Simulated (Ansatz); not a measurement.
Given:

ZnInGaO₄ (InGaZnO4 type, space group R3m)

```
ZnInGaO4
1.0
    1.65551     0.95581     8.58742
   -1.65551     0.95581     8.58742
    0.00000    -1.91161     8.58742
In Ga Zn O
1 1 1 4
Direct
  0.99693   0.99693   0.99693
  0.21290   0.21290   0.21290
  0.78126   0.78126   0.78126
  0.13652   0.13652   0.13652
  0.87896   0.87896   0.87896
  0.28862   0.28862   0.28862
  0.70480   0.70480   0.70480
```

E(V) scan at fixed shape, V₀ the volume above. The atoms relax within the cell's symmetry.

Method: r2SCAN (plane waves to 500 eV, PAW, scalar-relativistic; Ansatz, a quantum-chemistry and plane-wave program). k mesh 12×12×12 (Γ-centred), Fermi-Dirac smearing 0.05 eV. The energy includes the smearing's −TS. Stress and pressure are positive under compression. With the shape held, the modulus is that of even scaling; a crystal free to change shape is softer. The PAW data are Ansatz's earlier set. ZnInGaO4 was relaxed with its symmetry unable to fall. The zero of ΔE is the relaxed starting cell.

The scan covers V/V₀ from 0.840 to 1.160 in 11 points.

Problem. What is the fitted pressure derivative B₀′?

Solution. 4.5.

Problem. What bulk modulus at fixed cell shape B₀ follows from a third-order Birch-Murnaghan fit?

Solution. 180 GPa.

(Under strain, the slope of the energy per volume gives the stress and its curvature an elastic modulus.)
